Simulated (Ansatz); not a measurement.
Data:

W2C:
Space group Pnnm (No. 58); a = 4.656 Å, b = 5.208 Å, c = 2.992 Å, α = 90.00°, β = 90.00°, γ = 90.00°

```tsv
atom	site	symmetry	x	y	z
W	4g	..m	0.2408	0.6583	0.0000
C	2a	..2/m	0.0000	0.0000	0.0000
```

This is the LDA-relaxed structure.

Question: All from DFT-LDA in the program Ansatz with PAW potentials, unless another level is named. Estimate the electronic character.

Answer: metallic (no gap).

Question: Predict the density of states at the Fermi level.

Answer: 0.50 states/eV per atom (mean over ±0.08 eV).

Question: Give the formation energy from the elements (no fitted shifts).

Answer: -0.10 eV/atom.

The workflow started from a Materials Project entry (that database holds measured and hypothetical structures alike); the Crystallography Open Database copy checked does not list it. Whether it is the stable phase at ambient conditions was not checked. The cell was relaxed with LDA under the symmetry of its start; of distortions, only those at the zone centre were tested. No spin polarisation was allowed. The references are the lowest solids computed at this level, not always the standard phases. Scalar-relativistic: spin–orbit coupling is off unless named, which matters more the heavier the elements.

Potentials: the later of the program's two PAW sets.
